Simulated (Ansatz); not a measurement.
Ni:
```yaml
crystal:
  lattice:
    - [2.45655, 0.00000, 0.00000]
    - [-1.22827, 2.12743, 0.00000]
    - [0.00000, 0.00000, 8.07630]
  atoms:
    - { symbol: Ni, position: [0.00000, 0.00000, 0.00000] }
    - { symbol: Ni, position: [0.33333, 0.66667, 0.25000] }
    - { symbol: Ni, position: [0.00000, 0.00000, 0.50000] }
    - { symbol: Ni, position: [0.66667, 0.33333, 0.75000] }
```
The run is spin-polarised; directions of the spins, atom by atom: ↑ ↑ ↑ ↑.

Relaxed with r²SCAN. Special points in fractions of this cell's reciprocal vectors: Γ (0.000, 0.000, 0.000); M (0.500, 0.000, 0.000); K (0.333, 0.333, 0.000); A (0.000, 0.000, 0.500); L (0.500, 0.000, 0.500); H (0.333, 0.333, 0.500).

List the band energies nearest the Fermi level at these points for r²SCAN in the plane-wave PAW code Ansatz.

In eV from the Fermi level; about four levels below and three above (degenerate sets whole), none deeper than 8.9 eV; … stands for higher levels left out; points with the same levels are listed once.

| k | below | above |
|---|---|---|
| Γ ↑ | -1.51 -1.51 -1.11 -1.11 -0.62 | 5.76 14.86 … |
| M ↑ | -0.93 -0.92 -0.90 -0.03 | 1.17 2.20 2.81 |
| K ↑ | -1.43 -1.43 -1.25 -1.03 | 4.67 4.67 5.18 |
| A ↑ | -1.26 -1.26 -1.26 -1.26 | 8.97 8.97 … |
| L ↑ | -1.01 -1.01 -0.94 -0.94 | 0.94 0.94 2.54 2.54 |
| H ↑ | -1.24 -1.24 -1.14 -1.14 | 4.77 4.77 5.36 5.36 |
| Γ ↓ | -0.69 -0.69 -0.14 -0.14 | 0.23 0.23 6.40 |
| M ↓ | -1.64 -1.10 -0.96 -0.16 | 0.00 0.07 0.24 |
| K ↓ | -0.75 -0.75 -0.20 -0.10 | 0.34 0.34 5.06 5.06 |
| A ↓ | -0.85 -0.85 -0.85 -0.85 | 0.07 0.07 0.07 0.07 |
| L ↓ | -0.85 -0.85 -0.36 -0.36 | 0.29 0.29 0.48 0.48 |
| H ↓ | -0.91 -0.91 -0.15 -0.15 | 0.44 0.44 5.07 5.07 |

Space group P6_3/mmc (dhcp (α-La type)). The start of the workflow was typed in or built on a structure type; the Crystallography Open Database files this formula in space group No. 194, but the cells were not matched. It is not the phase usual at ambient conditions (space group No. 225). The r²SCAN relaxation kept the symmetry of its start; its stability against distortions is not shown here. Magnetic state: ferromagnetic, chosen from 3 collinear starts compared on coarse meshes (ties went to the first, and starts can fall back to one state), not a proven ground state. Other orbital occupations within this spin state were not tried.

Potentials: the later of the program's two PAW sets.
